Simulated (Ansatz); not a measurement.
The relaxed structure here is a generated cell of SnSe: the first start was made by a random draw of sites in a space group, and the end was not matched to a known phase here, so it may be hypothetical. Known forms of SnSe include space group No. 62.

The end point of a relaxation of SnSe. Computed with PBE (plane waves to 420 eV, PAW, scalar-relativistic; Ansatz, a quantum-chemistry and plane-wave program).

```xyz
6
Lattice="3.4601 -5.4533 0.0000 3.4601 5.4533 0.0000 -1.3117 0.0000 6.5428" Properties=species:S:1:pos:R:3 pbc="T T T"
Se     3.6823    -1.5964     4.9898
Se     1.9263    -1.5964     1.5530
Se     2.8043    -5.3824     3.2714
Sn     3.4601    -0.1856     0.0000
Sn     5.8339     1.3632     1.0416
Sn    -0.2253     1.3632     5.5012
```

**Question.** Find the space group and the Wyckoff positions (tolerance 0.01 Å).

**Answer.** Space group C2 (No. 5); a = 6.9202 Å, b = 10.9066 Å, c = 6.6730 Å, α = 90.00°, β = 101.34°, γ = 90.00°

| atom | site | symmetry | x | y | z |
|---|---|---|---|---|---|
| Se | 4c | 1 | 0.1767 | 0.3536 | 0.7626 |
| Se | 2b | 2 | 0.5000 | 0.5065 | 0.5000 |
| Sn | 2a | 2 | 0.0000 | 0.4830 | 0.0000 |
| Sn | 4c | 1 | 0.1268 | 0.1250 | 0.8408 |

**Question.** Give the shortest distances between elements (the closest pairs, up to four, under 3.6 Å).

**Answer.** Se–Sn 2.58 Å; Sn–Sn 3.01 Å; Se–Se 3.52 Å.

```yaml
volume_per_atom: 41.15 Å³
band_gap: no gap on the sampled points, where the bands overlap only slightly; such a result is sensitive to mesh and level
```

No spin polarisation in the result.

The run could not lose the symmetry of its start, so the end can be a saddle point.
